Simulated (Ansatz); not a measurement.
Li2TiGeO5 — field gradients at the nuclei

The cell is a Materials Project structure (computed, not necessarily an observed phase), atoms as given.

```
CELL_PARAMETERS angstrom
6.65930 0.00000 0.00000
0.00000 6.65930 0.00000
0.00000 0.00000 4.55250
ATOMIC_POSITIONS crystal
Li 0.75000 0.25000 0.50000
Li 0.25000 0.25000 0.50000
Li 0.25000 0.75000 0.50000
Li 0.75000 0.75000 0.50000
Ti 0.00000 0.50000 0.10436
Ti 0.50000 0.00000 0.89564
Ge 0.50000 0.50000 0.00000
Ge 0.00000 0.00000 0.00000
O 0.50000 0.71357 0.76850
O 0.50000 0.28643 0.76850
O 0.50000 0.00000 0.27261
O 0.00000 0.50000 0.72739
O 0.71357 0.50000 0.23150
O 0.00000 0.78643 0.23150
O 0.00000 0.21357 0.23150
O 0.28643 0.50000 0.23150
O 0.78643 0.00000 0.76850
O 0.21357 0.00000 0.76850
```

Atoms are numbered from 1 in the order listed; like atoms form one site, named after its first atom.

Method: Kohn–Sham DFT in Ansatz, PBE, plane waves and PAW, scalar-relativistic, 420 eV cutoff, Γ-centred 3×3×5 k-points, Fermi–Dirac smearing 0.02 eV.

C_Q = eQV_zz/h, which is 24.18 MHz for Q = 1 b and V_zz = 10²¹ V/m²; η = (V_xx − V_yy)/V_zz. Directions are in the Cartesian axes of the cell vectors above, for the atom listed; none is given where the gradient is under 0.02 or η is above 0.95.

| site | first atom | first shell | V_zz (10²¹ V/m²) | η | direction of V_zz (x, y, z) |
| --- | --- | --- | --- | --- | --- |
| Li | 1 | 4 O at 2.08 Å; also 2 O at 2.57 Å | 0.25 | 0.04 | 0.56 0.56 0.61 |
| Ti | 5 | 5 O at 1.72–1.99 Å | 1.09 | 0.00 | 0.00 0.00 1.00 |
| Ge | 7 | 4 O at 1.77 Å | 0.37 | 0.00 | 0.00 0.00 1.00 |
| O9 | 9 | 1 Ge at 1.77 Å, 1 Ti at 1.99 Å, 2 Li at 2.08 Å | 9.18 | 0.20 | 0.00 0.85 -0.52 |
| O11 | 11 | 1 Ti at 1.72 Å; also 4 Li at 2.57 Å | -1.55 | 0.00 | 0.00 0.00 1.00 |

An axis of threefold or higher order runs through Ti, Ge and O11, so V_zz lies along it and η is zero. At O9 V_zz points along its shortest bond, to Ge (within 6°).

The largest force is 0.3 eV/Å, so the atoms aren't at the calculated equilibrium and relaxing them would move these values. With these PAW files V_zz is typically within 2 to 3 % of all-electron values, but misses above 10 % occur on Li.
